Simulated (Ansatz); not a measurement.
Values for one crystal, relaxed and computed with r²SCAN (plane waves, PAW; program Ansatz); other levels are named.

Volume per atom: 14.77 Å³
Band gap: 1.20 eV (indirect)
Hole effective mass: 1.1, 13, 24 mₑ (principal values)
Pressure derivative B′: 4.8
Conduction-band minimum: at Γ
Bulk modulus (Birch–Murnaghan fit): 27.4 GPa
Smallest direct gap on the standard path: 1.39 eV

Question: Which of these materials gives this?
(A) KCr3O8, C2/m (Pearson symbol mS24)
(B) MnO2, C2/m (Pearson symbol mS24)
(C) Ta2O5, Pmmm (Pearson symbol oP7)
(D) Ta2O5, I4/mmm (Ta on 4e, O on 2a, O on 8f)

Answer: A, KCr3O8, C2/m (Pearson symbol mS24)

The first step of the workflow began from a Materials Project structure, measured or hypothetical; the Crystallography Open Database files this formula in space group No. 12, but the cells were not matched. Its standing as an ambient phase is unchecked. Symmetry was held in the r²SCAN relaxation; whether a distortion lowers the energy is not shown. The final state is ferromagnetic, chosen from 2 collinear starts compared on coarse meshes (ties went to the first, and starts can fall back to one state), not a proven ground state. Other orbital occupations within this spin state were not tried. No Hubbard U is applied. Point labels and valley counts follow the cell and symmetry of the run, lower than the named group.

Potentials: the later of the program's two PAW sets.
